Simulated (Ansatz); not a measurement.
**What DFT gives for NaPt4**

```
CELL_PARAMETERS angstrom
0.00000 4.13039 0.00000
4.13039 0.00000 0.00000
2.06519 2.06519 -5.47230
ATOMIC_POSITIONS crystal
Pt 0.38100 0.38100 0.23800
Pt 0.61900 0.61900 0.76200
Na 0.00000 0.00000 0.00000
Pt 0.75000 0.25000 0.50000
Pt 0.25000 0.75000 0.50000
```

Method: r2SCAN, no spin polarisation; PAW, plane waves to 500 eV, 9×9×9 Γ-centred mesh, fermi-dirac occupations (width 0.1 eV) (Ansatz 0.2.0), atoms fixed.

Problem. Metal or insulator?

Solution. It is a metal, with about 6.4 states/eV a cell as the mean within 0.25 eV of the Fermi level, mostly Pt d (91 %).

Problem. Where is the largest force?

Solution. The largest is on Pt1 (and as large on other atoms): 3.22 eV/Å, components (0.00, 0.00, 3.22). It makes 125° with the line to a nearest neighbour, Pt4 at 2.51 Å.

Problem. Which element gives electrons and which takes them?

Solution. Bader charges in e: Na +0.84, Pt -0.29 to -0.13. In the mean Na gives up most and Pt takes most.

Problem. What do density and ELF say about some of the short contacts?

Solution. Pt–Pt at 2.51 Å: least valence density 0.61 e/Å³ and ELF 0.30 there. Na–Pt at 3.20 Å: least valence density 0.06 e/Å³ and ELF 0.04 there. These are pseudo-fields; inside the PAW spheres they differ from the all-electron ones.

Origin: a known structure type with other elements, at an estimated volume, so it need not be a known compound. Caveats: many states at the Fermi level without spin polarisation, so a magnetic state may lie lower; atoms or cell far from equilibrium.
